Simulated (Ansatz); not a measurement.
LiGeN:
```
LiGeN
1.0
    2.97683     0.00000     0.00000
   -1.48842     2.57801     0.00000
    0.00000     0.00000     9.36032
Li Ge N
2 2 2
Direct
  0.66667   0.33333   0.74338
  0.33333   0.66667   0.24338
  0.00000   0.00000   0.49927
  0.00000   0.00000   0.99927
  0.33333   0.66667   0.60198
  0.66667   0.33333   0.10198
```

Relaxed with HSE06. Special points in fractions of this cell's reciprocal vectors: Γ (0.000, 0.000, 0.000); M (0.500, 0.000, 0.000); K (0.333, 0.333, 0.000); A (0.000, 0.000, 0.500); L (0.500, 0.000, 0.500); H (0.333, 0.333, 0.500).

Problem. List the band energies nearest the valence-band maximum at these points for the program Ansatz at the HSE06 level (PAW).

Solution. In eV from the valence-band maximum; about four levels below and three above (degenerate sets whole), none deeper than 8.9 eV; points with the same levels are listed once.

```json
[
 {"k": "Γ", "below": "-1.51 -1.51 -1.50 -1.50 -0.51", "above": "3.73 4.78 8.24"},
 {"k": "M", "below": "-3.31 -3.26 -1.20 -1.00", "above": "2.23 2.93 6.16"},
 {"k": "K", "below": "-3.74 -3.74 -1.24 0.00", "above": "3.27 3.27 5.45 5.45"},
 {"k": "A", "below": "-1.51 -1.51 -1.51 -1.51", "above": "4.40 4.40 8.56 8.56"},
 {"k": "L", "below": "-3.28 -3.28 -1.17 -1.17", "above": "2.67 2.67 6.38 6.38"},
 {"k": "H", "below": "-3.74 -3.74 -0.68 -0.68", "above": "3.24 3.24 5.54 5.54"}
]
```

Space group P6_3mc. The workflow started from a Materials Project entry (that database holds measured and hypothetical structures alike); the Crystallography Open Database copy checked does not list it. Whether it is the stable phase at ambient conditions was not checked. The cell was relaxed with HSE06 under the symmetry of its start; whether a distortion lowers the energy is not shown. The hybrid was solved on a coarse mesh, the path and, where they were found, the r²SCAN edge points; its band edges are the extreme levels among these. Spin–orbit coupling is left out wherever it is not named.

Potentials: the later of the program's two PAW sets.
